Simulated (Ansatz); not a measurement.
PbS:
Space group P6₃/mmc (No. 194); a = b = 4.0679 Å, c = 7.2701 Å, α = β = 90.00°, γ = 120.00°

```tsv
atom	site	symmetry	x	y	z
Pb	2a	-3m.	0.0000	0.0000	0.0000
S	2c	-6m2	0.3333	0.6667	0.2500
```

Relaxed at zero pressure with the program Ansatz at the PBEsol level (PAW).

The volume is lowered by 9 % and shape and atoms relax at that volume. What pressure results, and how do the axes share the change?

6.2 GPa; a -4.3 %, b -4.3 %, c -0.7 %; the energy rises by 42 meV/atom.

Give the new structure.


Space group P6₃/mmc (No. 194); a = 3.895 Å, b = 3.895 Å, c = 7.217 Å, α = 90.00°, β = 90.00°, γ = 120.00°

| atom | site | symmetry | x | y | z |
|---|---|---|---|---|---|
| Pb | 2a | -3m. | 0.0000 | 0.0000 | 0.0000 |
| S | 2c | -6m2 | 0.3333 | 0.6667 | 0.2500 |

The phase is kept; no other phase was compared at this pressure.

Space group P6_3/mmc (NiAs type). The start of the workflow was typed in or built on a structure type; neither database checked (COD, Materials Project) lists it. It is not the phase usual at ambient conditions (space group No. 225). The cell was relaxed with PBEsol under the symmetry of its start; of distortions, only those at the zone centre were tested, and some modes there are weakly imaginary. Scalar-relativistic: spin–orbit coupling is off unless named, which matters more the heavier the elements.

Potentials: the later of the program's two PAW sets.
